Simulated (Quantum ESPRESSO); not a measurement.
pw.x input (Quantum ESPRESSO 7.5; PBE, PseudoDojo stringent norm-conserving files, scalar-relativistic):

```
&CONTROL
  calculation = 'scf'
  pseudo_dir = './pseudo'
  outdir = './out'
  tprnfor = .true.
  tstress = .true.
/
&SYSTEM
  ibrav = 0
  nat = 2
  ntyp = 2
  ecutwfc = 104.0
  ecutrho = 416.0
  occupations = 'smearing'
  smearing = 'fd'
  degauss = 0.002
  nbnd = 26
/
&ELECTRONS
  conv_thr = 2e-10
/
ATOMIC_SPECIES
Zn 65.3800 Zn.upf
Se 78.9710 Se.upf
CELL_PARAMETERS angstrom
  0.000000000000   2.816409039000   2.816409039000
  2.816409039000   0.000000000000   2.816409039000
  2.816409039000   2.816409039000   0.000000000000
ATOMIC_POSITIONS crystal
Zn   0.000000000000   0.000000000000   0.000000000000
Se   0.250000000000   0.250000000000   0.250000000000
K_POINTS automatic
8 8 8 0 0 0
```

End of the output:

```
     total energy              =   -1094.71299179 Ry
     estimated scf accuracy    <       0.00000058 Ry
     total energy              =   -1094.71299189 Ry
     estimated scf accuracy    <       0.00000015 Ry
     total energy              =   -1094.71299193 Ry
     estimated scf accuracy    <       0.00000010 Ry
[...]
     the Fermi energy is     9.5951 ev
!    total energy              =   -1094.71299195 Ry
     estimated scf accuracy    <          1.3E-10 Ry
     smearing contrib. (-TS)   =      -0.00000000 Ry
     internal energy E=F+TS    =   -1094.71299195 Ry
     The total energy is F=E-TS. E is the sum of the following terms:
     one-electron contribution =    -955.40777038 Ry
     hartree contribution      =     456.09032783 Ry
     xc contribution           =    -102.68174822 Ry
     ewald contribution        =    -492.71380117 Ry
     convergence has been achieved in   8 iterations
     Forces acting on atoms (cartesian axes, Ry/au):
     atom    1 type  1   force =     0.00000000    0.00000000    0.00000000
     atom    2 type  2   force =     0.00000000    0.00000000    0.00000000
     Total force =     0.000000     Total SCF correction =     0.000000
     Computing stress (Cartesian axis) and pressure
          total   stress  (Ry/bohr**3)                   (kbar)     P=       35.25
   0.00023961  -0.00000000  -0.00000000           35.25       -0.00       -0.00
  -0.00000000   0.00023961  -0.00000000           -0.00       35.25       -0.00
  -0.00000000  -0.00000000   0.00023961           -0.00       -0.00       35.25
```
In a gapped system the printed Fermi energy is only some level inside the gap.

Spin-orbit coupling is not included.

Geometry relaxed with PBEsol.
